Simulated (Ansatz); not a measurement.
With DFT-LDA in the program Ansatz with PAW potentials, TaN in the rock salt structure (Fm-3m) relaxes to a = 4.348 Å. N has 6 nearest neighbours from 2.17 Å (octahedral); Ta has 6 nearest neighbours from 2.17 Å (octahedral). Its formation energy from the elements is -118 kJ/mol of atoms, with no fitted shifts.

Electronic character: metallic (no gap).

The bulk modulus is 375 GPa. The relaxed-ion elastic constants in GPa are C11 = 838, C12 = 145, C44 = 72.1. The elastic constants imply a Debye temperature near 464 K. The highest mode at Γ lies at 12.68 THz.

Symmetry was held in the LDA relaxation; of distortions, only those at the zone centre were tested. The run is not spin-polarised. As this level gives no gap, shear constants depend on the k-mesh and smearing (Fermi–Dirac, 0.1 eV here). As this level gives no gap, phonon frequencies hold no LO–TO term and depend on the k-mesh and smearing (Fermi–Dirac, 0.1 eV here). The references are the lowest solids computed at this level, not always the standard phases (solids in place of the gases). Spin–orbit coupling is left out wherever it is not named.

Potentials: the later of the program's two PAW sets.
